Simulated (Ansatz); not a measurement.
ZnSe in space group P-6m2 (No. 187; Zn on 1a, Se on 1f) at seven volumes, r²SCAN (plane waves, PAW; program Ansatz), shape and atoms relaxed at each. One row is withheld.

```
V (Å³/atom)  P (GPa)
-----------  -------
17.821             ?
18.409          4.94
18.996          2.27
19.584         -0.01
20.171         -1.93
20.759         -3.55
21.346         -4.94
```

### Question
Fit the shown pressures and predict the withheld one.

### Answer
P = (3/2)B₀(x^(7/2) − x^(5/2))[1 + (3/4)(B′ − 4)(x − 1)] with x = (V₀/V)^(2/3). Least squares on the six rows gives V₀ = 19.582 Å³/atom, B₀ = 69.5 GPa, B′ = 4.52. At V = 17.821, x = 1.0648 and P = 8.11 GPa. The run itself gave 8.02 GPa.

The cell is a constructed one: a structure type filled with these elements; neither database checked (COD, Materials Project) lists it. It is not the phase usual at ambient conditions (space group No. 216). The cell was relaxed with r²SCAN under the symmetry of its start; its stability against distortions is not shown here.

Potentials: the earlier of the program's two PAW sets.
